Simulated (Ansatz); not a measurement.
# Surface calculation: hcp Zr (0001), 1 layer

The slab is cut from the hcp crystal, the stable phase, as relaxed on PAW files (23.39 Å³/atom), with 16 Å of vacuum and a dipole correction:

```xyz
1
Lattice="3.2311 0.0000 0.0000 -1.6155 2.7982 0.0000 0.0000 0.0000 16.0000" Properties=species:S:1:pos:R:3 pbc="T T T"
Zr    0.0000    0.0000    8.0000
```

Computed with Ansatz 0.2.0; functional PBE, scalar-relativistic. Settings: a Γ-centred 15×15×1 k mesh, Fermi–Dirac smearing of 0.08 eV, no spin polarisation. Methods: LAPW: all electrons, basis error target 1 meV/atom; PAW: frozen-core files, cutoff 420 eV.

The bulk energy comes from a cell in the slab's orientation on a 15×15×8 mesh. The surface energy is (E(slab) − N·E(bulk))/2A at zero smearing, the mean of both faces; thin slabs carry quantum-size effects.

Question: As cut, the LAPW slab lies 2.160 eV above 1 atom of bulk. What surface energy is that?

Answer: Over two faces of 9.04 Å² it is 119.4 meV/Å², and times 16.02 J/m² per eV/Å² that gives γ = 1.913 J/m².

```
method  γ as cut (J/m²)  Φ as cut (eV)
  LAPW            1.913              ?
```

Question: Fill in "Φ as cut (eV)" for the row "LAPW".

Answer: 3.96.

Question: What changes if relativity is switched off, at the same positions?

Answer: LAPW then gives: no gap, work function 3.93 eV.

Question: What changes if the vacuum is set to 13 Å?

Answer: LAPW then gives: no gap, work function 3.96 eV; PAW: no gap, work function 3.96 eV. The program warns that the vacuum is too thin.
